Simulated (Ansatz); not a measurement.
Input and command of a plane-wave DFT calculation in Ansatz:

```yaml
crystal:
  lattice:
    - [8.1558973628, 0.0, 0.0]
    - [0.0, 8.1558973628, 0.0]
    - [0.0, 0.0, 24.1169230221]
  atoms:
    - { symbol: Na, position: [0.25, 0.75, 0.3317172756] }
    - { symbol: Na, position: [0.25, 0.25, 0.3317172756] }
    - { symbol: Na, position: [0.75, 0.75, 0.3317172756] }
    - { symbol: Na, position: [0.75, 0.25, 0.3317172756] }
    - { symbol: Na, position: [0.5, 0.5, 0.4162626522] }
    - { symbol: Na, position: [0.5, 0.0, 0.4162626522] }
    - { symbol: Na, position: [0.0, 0.5, 0.4162626522] }
    - { symbol: Na, position: [0.0, 0.0, 0.4162626522] }
    - { symbol: Na, position: [0.75, 0.25, 0.5049720158] }
    - { symbol: Na, position: [0.75, 0.75, 0.5049720158] }
    - { symbol: Na, position: [0.25, 0.25, 0.5049720158] }
    - { symbol: Na, position: [0.25, 0.75, 0.5049720158] }
    - { symbol: Na, position: [0.0, 0.0, 0.5968160227] }
    - { symbol: Na, position: [0.0, 0.5, 0.5968160227] }
    - { symbol: Na, position: [0.5, 0.0, 0.5968160227] }
    - { symbol: Na, position: [0.5, 0.5, 0.5968160227] }
    - { symbol: F, position: [0.0, 0.0, 0.7228685875] }
    - { symbol: H, position: [-0.1076136244, 0.0377054201, 0.7228685875] }
basis:
  ecutwfc: 420
kpoints:
  mp_grid: { grid: [3, 3, 1] }
hamiltonian:
  xc: pbe
  dispersion: d3bj
scf:
  occupations: { method: gaussian, width: 0.1 }
output:
  forces: true
  eigenvalues: true
relax:
  adjacent_minimum: "off"
  f_tol: 0.04
  max_steps: 100
  constraints: [{ sites: [0, 1, 2, 3, 4, 5, 6, 7] }]
efield:
  axis: 3
  dipole_correction: true
  ramp_width: 0.04
```

```bash
ansatz run input.yaml --threads 4 --pin off --max-ram 10240MiB --backend cpu --events-out ev --progress --plain --runs-dir out
```

Processor: Arm Neoverse V1, 4 threads, on a host shared with other jobs.

**Question.** Estimate time, memory and problem size.

**Answer.** About 8.2 min on 4 threads of Arm Neoverse V1, on a shared host, peak memory 3.1 GiB. It solves 94 bands at 5 k points (the mesh reduced by the symmetry that the task leaves, which can be less than the crystal's) with about 31481 plane waves, in 132 SCF iterations over 24 ionic steps.
